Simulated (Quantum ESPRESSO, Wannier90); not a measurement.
# Wannierisation of V (bcc (W type))

Structure: Materials Project mp-146, symmetrised, not relaxed again. This is the element's usual structure. Level: PBEsol, no spin polarisation, no spin-orbit coupling; pw.x of Quantum ESPRESSO at 68 Ry with PseudoDojo potentials, 12×12×12 k-points, Wannier90. Density: 20×20×20 mesh, cold smearing 0.01 Ry. A non-magnetic state is assumed; magnetic ones were not tried.

Input w.win:

```
num_bands = 17
num_wann = 9
exclude_bands = 1-4
num_iter = 0
conv_tol = 1.0e-6
conv_window = 4
dis_num_iter = 1000
dis_conv_tol = 1.0e-6
dis_froz_max = 18.31
write_hr = true
write_u_matrices = true
begin projections
V: s;p;d
end projections
begin unit_cell_cart
ang
   -1.4912000000    1.4912000000    1.4912000000
    1.4912000000   -1.4912000000    1.4912000000
    1.4912000000    1.4912000000   -1.4912000000
end unit_cell_cart
begin atoms_frac
V    0.0000000000  0.0000000000  0.0000000000
end atoms_frac
mp_grid = 12 12 12
begin kpoints
0.0000000000 0.0000000000 0.0000000000
0.0000000000 0.0000000000 0.0833333333
0.0000000000 0.0000000000 0.1666666667
... (1725 more lines: the 12x12x12 mesh through Gamma)
end kpoints
```

On the energy scale of pw.x, whose zero is arbitrary, the Fermi level lies at 16.81 eV. Lines of w_hr.dat (R1 R2 R3 m n Re Im, eV) for R = 0 and one of the shortest lattice vectors, rounded to 0.01 eV, lines under 0.02 eV left out; orbitals in order: V1 s, V1 pz, V1 px, V1 py, V1 dz2, V1 dxz, V1 dyz, V1 dx2-y2, V1 dxy.

```
    0    0    0    1    1    27.25     0.00
    0    0    0    2    2    32.57     0.00
    0    0    0    3    3    32.57     0.00
    0    0    0    4    4    32.57     0.00
    0    0    0    5    5    18.20     0.00
    0    0    0    6    6    17.99     0.00
    0    0    0    7    7    17.99     0.00
    0    0    0    8    8    18.20     0.00
    0    0    0    9    9    17.99     0.00
   -1   -1   -1    1    1    -1.39     0.00
   -1   -1   -1    2    1     1.40     0.00
   -1   -1   -1    3    1     1.40     0.00
   -1   -1   -1    4    1     1.40     0.00
   -1   -1   -1    6    1    -0.49     0.00
   -1   -1   -1    7    1    -0.49     0.00
   -1   -1   -1    9    1    -0.49     0.00
   -1   -1   -1    1    2    -1.40     0.00
   -1   -1   -1    2    2     0.88     0.00
   -1   -1   -1    3    2     1.32     0.00
   -1   -1   -1    4    2     1.32     0.00
   -1   -1   -1    5    2     0.33     0.00
   -1   -1   -1    6    2    -0.27     0.00
   -1   -1   -1    7    2    -0.27     0.00
   -1   -1   -1    9    2    -0.51     0.00
   -1   -1   -1    1    3    -1.40     0.00
   -1   -1   -1    2    3     1.32     0.00
   -1   -1   -1    3    3     0.88     0.00
   -1   -1   -1    4    3     1.32     0.00
   -1   -1   -1    5    3    -0.16     0.00
   -1   -1   -1    6    3    -0.26     0.00
   -1   -1   -1    7    3    -0.51     0.00
   -1   -1   -1    8    3     0.28     0.00
   -1   -1   -1    9    3    -0.27     0.00
   -1   -1   -1    1    4    -1.40     0.00
   -1   -1   -1    2    4     1.32     0.00
   -1   -1   -1    3    4     1.32     0.00
   -1   -1   -1    4    4     0.88     0.00
   -1   -1   -1    5    4    -0.16     0.00
   -1   -1   -1    6    4    -0.51     0.00
   -1   -1   -1    7    4    -0.27     0.00
   -1   -1   -1    8    4    -0.28     0.00
   -1   -1   -1    9    4    -0.27     0.00
   -1   -1   -1    2    5    -0.32     0.00
   -1   -1   -1    3    5     0.16     0.00
   -1   -1   -1    4    5     0.16     0.00
   -1   -1   -1    5    5     0.41     0.00
   -1   -1   -1    6    5     0.14     0.00
   -1   -1   -1    7    5     0.14     0.00
   -1   -1   -1    9    5    -0.28     0.00
   -1   -1   -1    1    6    -0.49     0.00
   -1   -1   -1    2    6     0.27     0.00
   -1   -1   -1    3    6     0.27     0.00
   -1   -1   -1    4    6     0.51     0.00
   -1   -1   -1    5    6     0.14     0.00
   -1   -1   -1    6    6    -0.21     0.00
   -1   -1   -1    7    6    -0.33     0.00
   -1   -1   -1    8    6     0.25     0.00
   -1   -1   -1    9    6    -0.33     0.00
   -1   -1   -1    1    7    -0.49     0.00
   -1   -1   -1    2    7     0.27     0.00
   -1   -1   -1    3    7     0.51     0.00
   -1   -1   -1    4    7     0.27     0.00
   -1   -1   -1    5    7     0.14     0.00
   -1   -1   -1    6    7    -0.33     0.00
   -1   -1   -1    7    7    -0.21     0.00
   -1   -1   -1    8    7    -0.25     0.00
   -1   -1   -1    9    7    -0.33     0.00
   -1   -1   -1    3    8    -0.28     0.00
   -1   -1   -1    4    8     0.28     0.00
   -1   -1   -1    6    8     0.25     0.00
   -1   -1   -1    7    8    -0.25     0.00
   -1   -1   -1    8    8     0.41     0.00
   -1   -1   -1    1    9    -0.49     0.00
   -1   -1   -1    2    9     0.51     0.00
   -1   -1   -1    3    9     0.27     0.00
   -1   -1   -1    4    9     0.27     0.00
   -1   -1   -1    5    9    -0.28     0.00
   -1   -1   -1    6    9    -0.33     0.00
   -1   -1   -1    7    9    -0.33     0.00
   -1   -1   -1    9    9    -0.21     0.00
```
